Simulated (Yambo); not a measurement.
A G0W0@PBEsol run in Yambo for KTaO3 (cubic perovskite, space group Pm-3m, No. 221) (4×4×4 Γ-centred k mesh, bands 5 to 200 and a 7 Ry block in the screening, 200 bands in G with the Bruneval-Gonze terminator, plasmon pole fitted at 27.2 eV) gives these matrix elements, in eV, at the band edges (R → Γ):

```json
[
 {"state": "valence edge", "E0": "0.000", "<Vxc>": "-19.911", "<Σx>": "-25.121", "<Σc(E0)>": "4.610", "Z": "0.773"},
 {"state": "conduction edge", "E0": "2.000", "<Vxc>": "-14.876", "<Σx>": "-9.369", "<Σc(E0)>": "-4.112", "Z": "0.828"}
]
```

Solve the linearised quasiparticle equation for both states, give the gap, and say how exchange and correlation each act on it.

E = E0 + Z(Σx + Σc − Vxc). Valence: 0.000 + 0.773 × (-25.121 + (4.610) − (-19.911)) = -0.46 eV. Conduction: 2.000 + 0.828 × (-9.369 + (-4.112) − (-14.876)) = 3.15 eV. The gap is 3.62 eV, against 2.00 eV in PBEsol. Replacing Vxc by bare exchange alone would open it by 10.72 eV; correlation takes back 8.72 eV of that, and Z scales what is left. Nearest settings tried, and what they do to the gap: 134 bands in W, 134 bands in G: +59 meV; 1 Ry block (19 vectors against 171): +672 meV; 2×2×2 mesh: -130 meV. So the settings aren't converged at that level. The cell is held in this high symmetry; tilts and polar distortions were not searched.

Spin-orbit coupling is included.

Geometry of the Materials Project entry, not relaxed at this level; primitive cell a = 3.995 Å, b = 3.995 Å, c = 3.995 Å, α = 90.00°, β = 90.00°, γ = 90.00°.
